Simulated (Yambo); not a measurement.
AlN (zinc blende, space group F-43m, No. 216) under isotropic strain of -0.7 % on all lattice vectors; a = b = c = 3.0732 Å, α = β = γ = 60.00°. With the G0W0 scissor the direct gap on the mesh is 5.85 eV.

Task: Can the lowest exciton of this BSE run be trusted, and with what binding energy? (Yambo, PBEsol bands; 10×10×10 mesh, 3 valence and 1 conduction bands, static screening with 10 bands and a 4 Ry block, scissor 1.60 eV, Tamm-Dancoff.)

Result: No. The lowest state covers only about 1 of the 1000 k points, so the mesh doesn't resolve it: its energy and its distance from the direct gap are mesh artefacts. An extended exciton needs a far denser mesh. The scissor comes from a G0W0 run whose convergence isn't established. 

Geometry strained from the cell relaxed with PBEsol, atoms relaxed again.

This is not the ordinary phase of the substance; no match was found in the copy of COD used, and its stability was not checked.
